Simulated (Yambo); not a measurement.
**SnSe2: sweep of GW parameters**

G0W0@PBE for SnSe2 (CdI2 type, space group P-3m1, No. 164) in Yambo. Reference settings: 6×6×2 Γ-centred k mesh, bands 11 to 159 and a 8 Ry block in the screening, 159 bands in G with the Bruneval-Gonze terminator, plasmon pole fitted at 27.2 eV. The PBE gap (0, 0.167, 0) → L on this mesh is 0.75 eV; G0W0 gaps are taken between the same points.

```
change from the reference       G0W0 gap (0, 0.167, 0) → L (eV)  shift of the valence edge (eV)        rough Yambo cost
------------------------------  -------------------------------  ------------------------------  ----------------------
reference settings                                         1.58                           -1.13                       1
63 bands in W, 63 bands in G                               1.64                           -0.89               about 1/3
104 bands in W, 104 bands in G                             1.59                           -1.04  within a factor of two
63 bands in G                                              1.58                           -1.07                       –
104 bands in G                                             1.58                           -1.11                       –
77 bands in W                                              1.61                           -0.99               about 1/2
2 Ry block                                                 1.51                           -0.83  within a factor of two
3 Ry block                                                 1.52                           -0.88  within a factor of two
7 Ry block                                                 1.56                           -1.08  within a factor of two
pole fitted at 40 eV                                       1.61                           -1.19                       –
no random integration                                      1.57                           -1.07                       –
63 bands in G, no terminator                               1.57                           -0.68                       –
104 bands in G, no terminator                              1.57                           -0.93                       –
no terminator                                              1.58                           -1.05                       –
```

The reference isn't shown to be the converged limit. Costs are rough (shared machines), scaled to the same edge states, and given only for runs that recompute the screening.

Spin-orbit splittings are left out.

The standard potentials for Se, Sn keep a d shell in the valence without the s and p states of that shell. In tests on such compounds this moved G0W0 gaps by up to about 0.9 eV, so absolute quasiparticle energies here are unreliable; differences between settings are what counts.

Geometry of the Materials Project entry, not relaxed at this level; primitive cell a = b = 3.8419 Å, c = 6.4859 Å, α = β = 90.00°, γ = 120.00°.

A shift is the quasiparticle energy of the state minus its PBE energy.

The distance between layers or molecules is the database entry's, not relaxed here. Functionals without dispersion can leave it too large, which widens gaps and weakens the response across layers: the numbers belong to this cell.
